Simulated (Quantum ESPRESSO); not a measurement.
# Ag4Re2OsW: one run as intended and one with a planted mistake

A calculation, not a measurement. The program is pw.x of Quantum ESPRESSO 7.5 (plane-wave density functional theory). The cell is made up: eight metal atoms on a face-centred cubic lattice, with elements, volume, strain and displacements drawn at random and not relaxed, so it may be unstable or far from any real phase. PseudoDojo standard norm-conserving files set the functional (PBE unless stated); there is no spin polarisation or spin-orbit coupling, the Fermi-Dirac width of 0.25 eV means electrons at about 2900 K, and the masses in the input are unused placeholders. Heavy elements are run without spin-orbit coupling, which real alloys of them have. A spin test at this wide smearing found no moment, but such smearing suppresses magnetism that the real alloy may have.

Intended input:

```
&control calculation='scf', pseudo_dir='./dojo.nc.sr.pbe.v0_5.standard.upf', outdir='./o', disk_io='minimal', tprnfor=.true., tstress=.true. /
&system ibrav=0, nat=8, ntyp=4, nbnd=81, ecutwfc=82.02448710, nosym=.true., tot_charge=0,
 occupations='smearing', smearing='fd', degauss=0.0183746611
/
&electrons conv_thr=1.470e-08, electron_maxstep=70, mixing_beta=0.5 /
ATOMIC_SPECIES
Ag 1.0 Ag.upf
Os 1.0 Os.upf
Re 1.0 Re.upf
W 1.0 W.upf
CELL_PARAMETERS angstrom
-0.04 0.0275 -4.0882
4.0103 -0.0059 0.04
0.0119 -8.0603 0.055
ATOMIC_POSITIONS angstrom
Ag -0.0031 0.0365 -0.002
Ag 0.1081 -3.9642 0.0395
Ag 2.0402 -2.0526 0.0075
Re 2.0009 -6.0008 0.0083
Os -0.1001 -1.9775 -2.0285
Re -0.0098 -6.0511 -1.9759
Ag 2.0088 -0.049 -2.0257
W 1.9744 -4.0264 -2.0102
K_POINTS automatic
6 6 3 1 1 1
```

The log is shortened where brackets say so; the opening notice, blank lines, dates and the lines on written files are dropped, and the path of the files is cut. It prints rydbergs, bohrs and kilobars, and counts compression as positive stress. Its total energy is the free energy E - TS of the whole cell.

Log of the intended run:

```
     Program PWSCF v.7.5
     Parallel version (MPI & OpenMP), running on       4 processor cores
     Number of MPI processes:                 4
     Threads/MPI process:                     1
     [start-up lines left out]
     bravais-lattice index     =            0
     lattice parameter (alat)  =       7.7261  a.u.
     unit-cell volume          =     891.6484 (a.u.)^3
     number of atoms/cell      =            8
     number of atomic types    =            4
     number of electrons       =       136.00
     number of Kohn-Sham states=           81
     kinetic-energy cutoff     =      82.0245  Ry
     charge density cutoff     =     328.0979  Ry
     scf convergence threshold =      1.5E-08
     mixing beta               =       0.5000
     number of iterations used =            8  plain     mixing
     Exchange-correlation= PBE
                           (   1   4   3   4   0   0   0)
     [axes and pseudopotential details left out]
   Cartesian axes
     site n.     atom                  positions (alat units)
         1        Ag     tau(   1) = (  -0.0007582   0.0089275  -0.0004892  )
         2        Ag     tau(   2) = (   0.0264401  -0.9696005   0.0096613  )
         3        Ag     tau(   3) = (   0.4990109  -0.5020438   0.0018344  )
         4        Re     tau(   4) = (   0.4893985  -1.4677308   0.0020301  )
         5        Os     tau(   5) = (  -0.0244834  -0.4836751  -0.4961492  )
         6        Re     tau(   6) = (  -0.0023970  -1.4800336  -0.4832838  )
         7        Ag     tau(   7) = (   0.4913308  -0.0119849  -0.4954643  )
         8        W      tau(   8) = (   0.4829169  -0.9848139  -0.4916732  )
     number of k points=    54  Fermi-Dirac smearing, width (Ry)=  0.0184
                       cart. coord. in units 2pi/alat
        k(    1) = (   0.0856783  -0.0849914  -0.0847492), wk =   0.0370370
        k(    2) = (   0.0861532   0.2531833  -0.0824791), wk =   0.0370370
     [further k points left out]
     Dense  grid:    89459 G-vectors     FFT dimensions: (  45,  45,  90)
     Estimated max dynamical RAM per process >     370.13 MB
     Estimated total dynamical RAM >       1.38 GB
     Initial potential from superposition of free atoms
     starting charge     135.9968, renormalised to     136.0000
     Starting wfcs are   80 randomized atomic wfcs +    1 random wfcs
     total cpu time spent up to now is        4.9 secs
     per-process dynamical memory:   288.2 Mb
     Self-consistent Calculation
     iteration #  1     ecut=    82.02 Ry     beta= 0.50
     Davidson diagonalization with overlap
     ethr =  1.00E-02,  avg # of iterations =  3.0
     total cpu time spent up to now is       18.8 secs
     total energy              =   -1939.50904954 Ry
     estimated scf accuracy    <       2.77608945 Ry
     iteration #  2     ecut=    82.02 Ry     beta= 0.50
     Davidson diagonalization with overlap
     ethr =  2.04E-03,  avg # of iterations =  2.9
     total cpu time spent up to now is       33.6 secs
     total energy              =   -1939.60388329 Ry
     estimated scf accuracy    <      11.12599751 Ry
     [iterations 3 to 15 left out]
     iteration # 16     ecut=    82.02 Ry     beta= 0.50
     Davidson diagonalization with overlap
     ethr =  1.09E-11,  avg # of iterations =  2.1
     total cpu time spent up to now is      207.5 secs
     total energy              =   -1941.02013251 Ry
     estimated scf accuracy    <       0.00000003 Ry
     iteration # 17     ecut=    82.02 Ry     beta= 0.50
     Davidson diagonalization with overlap
     ethr =  1.09E-11,  avg # of iterations =  2.0
     total cpu time spent up to now is      219.3 secs
     End of self-consistent calculation
     [lines on levels left out]
!    total energy              =   -1941.02013250 Ry
     estimated scf accuracy    <       0.00000001 Ry
     smearing contrib. (-TS)   =      -0.10390007 Ry
     internal energy E=F+TS    =   -1940.91623243 Ry
     The total energy is F=E-TS. E is the sum of the following terms:
     one-electron contribution =    -603.41778927 Ry
     hartree contribution      =     381.50054877 Ry
     xc contribution           =    -328.39615849 Ry
     ewald contribution        =   -1390.60283345 Ry
     convergence has been achieved in  17 iterations
     Forces acting on atoms (cartesian axes, Ry/au):
     atom    1 type  1   force =     0.00387252   -0.01082906    0.00284903
     atom    2 type  1   force =    -0.03709738   -0.02345310   -0.00086236
     atom    3 type  1   force =    -0.01354499    0.01961030    0.01178862
     atom    4 type  3   force =     0.00749168    0.04905549   -0.01018302
     atom    5 type  2   force =     0.02945295   -0.07793424   -0.00794347
     atom    6 type  3   force =     0.00288111    0.06406741    0.00930882
     atom    7 type  1   force =    -0.01741787    0.02157953   -0.00420117
     atom    8 type  4   force =     0.02436197   -0.04209633   -0.00075645
     Total force =     0.140348     Total SCF correction =     0.000579
     Computing stress (Cartesian axis) and pressure
          total   stress  (Ry/bohr**3)                   (kbar)     P=      -55.61
  -0.00044361  -0.00003556  -0.00011552          -65.26       -5.23      -16.99
  -0.00003556  -0.00037626   0.00008715           -5.23      -55.35       12.82
  -0.00011552   0.00008715  -0.00031429          -16.99       12.82      -46.23
     init_run     :      4.41s CPU      4.66s WALL (       1 calls)
     electrons    :    209.21s CPU    214.37s WALL (       1 calls)
     forces       :      2.32s CPU      2.33s WALL (       1 calls)
     stress       :      7.80s CPU      7.98s WALL (       1 calls)
     [timing details left out]
     PWSCF        :   3m44.07s CPU   3m49.69s WALL
     JOB DONE.
```

A second run has one planted mistake: one coordinate of one atom is wrong. The input lines that differ:

```
- Ag 0.1081 -3.9642 0.0395
+ Ag 0.1081 -4.1642 0.0395
```

Its log:

```
     Program PWSCF v.7.5
     Parallel version (MPI & OpenMP), running on       4 processor cores
     Number of MPI processes:                 4
     Threads/MPI process:                     1
     [start-up lines left out]
     bravais-lattice index     =            0
     lattice parameter (alat)  =       7.7261  a.u.
     unit-cell volume          =     891.6484 (a.u.)^3
     number of atoms/cell      =            8
     number of atomic types    =            4
     number of electrons       =       136.00
     number of Kohn-Sham states=           81
     kinetic-energy cutoff     =      82.0245  Ry
     charge density cutoff     =     328.0979  Ry
     scf convergence threshold =      1.5E-08
     mixing beta               =       0.5000
     number of iterations used =            8  plain     mixing
     Exchange-correlation= PBE
                           (   1   4   3   4   0   0   0)
     [axes and pseudopotential details left out]
   Cartesian axes
     site n.     atom                  positions (alat units)
         1        Ag     tau(   1) = (  -0.0007582   0.0089275  -0.0004892  )
         2        Ag     tau(   2) = (   0.0264401  -1.0185183   0.0096613  )
         3        Ag     tau(   3) = (   0.4990109  -0.5020438   0.0018344  )
         4        Re     tau(   4) = (   0.4893985  -1.4677308   0.0020301  )
         5        Os     tau(   5) = (  -0.0244834  -0.4836751  -0.4961492  )
         6        Re     tau(   6) = (  -0.0023970  -1.4800336  -0.4832838  )
         7        Ag     tau(   7) = (   0.4913308  -0.0119849  -0.4954643  )
         8        W      tau(   8) = (   0.4829169  -0.9848139  -0.4916732  )
     number of k points=    54  Fermi-Dirac smearing, width (Ry)=  0.0184
                       cart. coord. in units 2pi/alat
        k(    1) = (   0.0856783  -0.0849914  -0.0847492), wk =   0.0370370
        k(    2) = (   0.0861532   0.2531833  -0.0824791), wk =   0.0370370
     [further k points left out]
     Dense  grid:    89459 G-vectors     FFT dimensions: (  45,  45,  90)
     Estimated max dynamical RAM per process >     370.13 MB
     Estimated total dynamical RAM >       1.38 GB
     Initial potential from superposition of free atoms
     starting charge     135.9968, renormalised to     136.0000
     Starting wfcs are   80 randomized atomic wfcs +    1 random wfcs
     total cpu time spent up to now is        5.3 secs
     per-process dynamical memory:   288.2 Mb
     Self-consistent Calculation
     iteration #  1     ecut=    82.02 Ry     beta= 0.50
     Davidson diagonalization with overlap
     ethr =  1.00E-02,  avg # of iterations =  3.0
     total cpu time spent up to now is       20.7 secs
     total energy              =   -1939.47607671 Ry
     estimated scf accuracy    <       2.82849580 Ry
     iteration #  2     ecut=    82.02 Ry     beta= 0.50
     Davidson diagonalization with overlap
     ethr =  2.08E-03,  avg # of iterations =  2.9
     total cpu time spent up to now is       35.7 secs
     total energy              =   -1939.60586133 Ry
     estimated scf accuracy    <      11.02038488 Ry
     [iterations 3 to 16 left out]
     iteration # 17     ecut=    82.02 Ry     beta= 0.50
     Davidson diagonalization with overlap
     ethr =  2.04E-11,  avg # of iterations =  1.5
     total cpu time spent up to now is      234.7 secs
     total energy              =   -1941.01543557 Ry
     estimated scf accuracy    <       0.00000002 Ry
     iteration # 18     ecut=    82.02 Ry     beta= 0.50
     Davidson diagonalization with overlap
     ethr =  1.18E-11,  avg # of iterations =  1.0
     total cpu time spent up to now is      247.2 secs
     End of self-consistent calculation
     [lines on levels left out]
!    total energy              =   -1941.01543557 Ry
     estimated scf accuracy    <          1.2E-09 Ry
     smearing contrib. (-TS)   =      -0.10345269 Ry
     internal energy E=F+TS    =   -1940.91198288 Ry
     The total energy is F=E-TS. E is the sum of the following terms:
     one-electron contribution =    -597.77965855 Ry
     hartree contribution      =     378.63242739 Ry
     xc contribution           =    -328.41165088 Ry
     ewald contribution        =   -1393.35310085 Ry
     convergence has been achieved in  18 iterations
     Forces acting on atoms (cartesian axes, Ry/au):
     atom    1 type  1   force =     0.00412032   -0.01444320    0.00261834
     atom    2 type  1   force =    -0.04563564    0.04990913    0.00441095
     atom    3 type  1   force =    -0.01749855    0.00292403    0.01204891
     atom    4 type  3   force =     0.01888243    0.02234096   -0.01032428
     atom    5 type  2   force =     0.02963141   -0.09131401   -0.00984632
     atom    6 type  3   force =     0.00256131    0.04526194    0.00534871
     atom    7 type  1   force =    -0.01727157    0.02160515   -0.00412848
     atom    8 type  4   force =     0.02521029   -0.03628400   -0.00012784
     Total force =     0.142755     Total SCF correction =     0.000108
     Computing stress (Cartesian axis) and pressure
          total   stress  (Ry/bohr**3)                   (kbar)     P=      -49.84
  -0.00039430  -0.00008091  -0.00011679          -58.00      -11.90      -17.18
  -0.00008091  -0.00032993   0.00009448          -11.90      -48.53       13.90
  -0.00011679   0.00009448  -0.00029212          -17.18       13.90      -42.97
     init_run     :      4.96s CPU      5.23s WALL (       1 calls)
     electrons    :    236.26s CPU    241.90s WALL (       1 calls)
     forces       :      3.27s CPU      3.29s WALL (       1 calls)
     stress       :     11.57s CPU     11.81s WALL (       1 calls)
     [timing details left out]
     PWSCF        :   4m16.20s CPU   4m22.39s WALL
     JOB DONE.
```

```
                                            intended run  run with the mistake
                          free energy (eV)    -26408.924            -26408.860
         entropy term -TS, part of it (eV)        -1.414                -1.408
                            pressure (GPa)         -5.56                 -4.98
size of the largest force component (eV/Å)         2.004                 2.348
largest change of a force component (eV/Å)                               1.886
                                iterations            17                    18
```

For scale, a rerun of the intended cell at a higher cutoff and on a denser mesh moved values by no more than 0.003 eV in energy, 0.11 GPa in stress and 0.006 eV/Å in force, and a second program with other atomic files agreed on that cell to 2 % rms in force and 0.5 GPa in pressure.